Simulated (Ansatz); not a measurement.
GaP:
```
CELL_PARAMETERS angstrom
      0.00000     2.75299     2.75299
      2.75299     0.00000     2.75299
      2.75299     2.75299     0.00000
ATOMIC_POSITIONS crystal
  P  0.75000 0.75000 0.75000
  Ga 0.00000 0.00000 0.00000
```

Relaxed with PBE.

Problem. Map the valence electron density (e/Å³), cut off at 0.6 on the plane through (0.750, 0.750, 0.750) spanned by u = [1, 0, 0] and v = [-1, 1, 1] in lattice vectors, from DFT-PBE in the program Ansatz with PAW potentials.

Solution. x is the fraction of u, y of v (the angle between them is 90°; rows are the nearest grid lines); atoms in the plane: P at (0.00, 0.00), Ga at (0.50, 0.25).
```
|01699743211234799610|
|13799632111123699731|
|67997421100112479976|
|99864210000001246899|
|77542100000000124577|
|44321100000000112344|
|22211000000000011222|
|00000000000000000000|
|00000000000000000000|
|00000000000000000000|
|00000000000000000000|
|00000000111100000000|
|00000012233221000000|
|00000123455432100000|
|00001236899863210000|
|00011369999996311000|
|00112499999999421100|
|22234799999999743222|
|44455799999999755444|
|77777899999999877777|
|99998899999999889999|
|68999865555556899986|
|13999854333345899931|
|01699743211234799610|
```
Scale: ten equal steps from 0.018 (start of '0') to 0.600 (end of '9'), in the order '0123456789'; x runs from 0.000 to 1.00, y from 0.000 (bottom) to 1.00 (top).

The density is the valence pseudo-density with augmentation charge, so density and ELF within about 1 Å of a nucleus are not all-electron values.

Space group F-43m (zinc blende). The PBE relaxation kept the symmetry of its start; phonons on a q-mesh show no instability. Scalar-relativistic: spin–orbit coupling is off unless named, which matters more the heavier the elements.

Potentials: the later of the program's two PAW sets.
